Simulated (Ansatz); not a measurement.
Relaxed-ion elastic tensor of AlRu (rock salt, Fm-3m) in GPa (Voigt order), PBEsol in the plane-wave PAW code Ansatz; density 7.10 g/cm³, 14.98 Å³ per atom.

```
  347   60.5   60.5    0.0    0.0    0.0
 60.5    347   60.5    0.0    0.0    0.0
 60.5   60.5    347    0.0    0.0    0.0
  0.0    0.0    0.0  -78.2    0.0    0.0
  0.0    0.0    0.0    0.0  -78.2    0.0
  0.0    0.0    0.0    0.0    0.0  -78.2
```

**Question.** Is the crystal mechanically stable?

**Answer.** No: the smallest eigenvalue of C is -78.2 GPa.

The start of the workflow was typed in or built on a structure type; neither database checked (COD, Materials Project) lists it. COD files the formula under space group No. 221. Whether it is the stable phase at ambient conditions was not checked. Symmetry was held in the PBEsol relaxation. At this level the phase is mechanically unstable. No spin polarisation was allowed. Its formation energy is positive at this level, so the cell may be metastable or incomplete. As this level gives no gap, shear constants depend on the k-mesh and smearing (Fermi–Dirac, 0.1 eV here).

Potentials: the earlier of the program's two PAW sets. The files were generated under PBE; for other functionals the program regenerates the frozen cores, and for LDA and PBEsol the local potential too.
